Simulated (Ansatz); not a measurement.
The relaxed structure here is a generated cell of BeS: the first start was made by placing the elements on the sites of a structure type, and the end was not matched to a known phase here, so it may be hypothetical.

The end point of a relaxation of BeS. Space group Pnma (No. 62). The numbers are results of PBEsol (plane waves to 420 eV, PAW, scalar-relativistic; Ansatz, an electronic-structure program), not measurements.

```xyz
8
Lattice="5.9350 0.0000 0.0000 0.0000 3.4736 0.0000 0.0000 0.0000 5.9566" Properties=species:S:1:pos:R:3 pbc="T T T"
Be     0.8573     2.6052     3.5413
Be     5.0777     0.8684     2.4153
Be     3.8247     2.6052     5.3936
Be     2.1102     0.8684     0.5630
S      4.2506     0.8684     0.5124
S      4.6518     2.6052     3.4908
S      1.6844     2.6052     5.4442
S      1.2831     0.8684     2.4659
```

Problem. What band gap does PBEsol give?

Solution. 3.64 eV, indirect (valence top at 88 % of the way from Y to Γ, conduction bottom at 25 % of the way from Y to Γ) (no spin-orbit coupling).

Problem. What smallest direct gap does PBEsol give?

Solution. 3.91 eV at Γ.

No spin polarisation in the result.

The run could not lose the symmetry of its start: the end is stationary, and may be a saddle point rather than a minimum.

It was reached from a disturbed copy of a P6₃/mmc (No. 194) cell (NiAs type), against which it lies -337 meV/atom.
